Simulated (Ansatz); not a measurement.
HfRh3 (Cu3Au type, space group No. 221) at seven volumes, r²SCAN (plane waves, PAW; program Ansatz), scaled uniformly. One row is withheld.

```csv
V (Å³/atom),P (GPa)
13.664,28.10
14.115,17.10
14.565,7.82
15.016,0.00
15.466,-6.59
15.917,?
16.367,-16.80
```

**Question.** Fit the shown pressures and predict the withheld one.

**Answer.** Third-order Birch–Murnaghan: P = (3/2)B₀(x^(7/2) − x^(5/2))[1 + (3/4)(B′ − 4)(x − 1)] with x = (V₀/V)^(2/3). Least squares on the six rows gives V₀ = 15.016 Å³/atom, B₀ = 238.6 GPa, B′ = 4.69. At V = 15.917, x = 0.9619 and P = -12.13 GPa. The run itself gave -12.14 GPa.

Space group Pm-3m (Cu3Au type). The workflow started from an entry of the Crystallography Open Database (COD). Whether it is the stable phase at ambient conditions was not checked. Symmetry was held in the r²SCAN relaxation; whether a distortion lowers the energy is not shown. No spin polarisation was allowed. Scalar-relativistic: spin–orbit coupling is off unless named, which matters more the heavier the elements.

Potentials: the later of the program's two PAW sets.
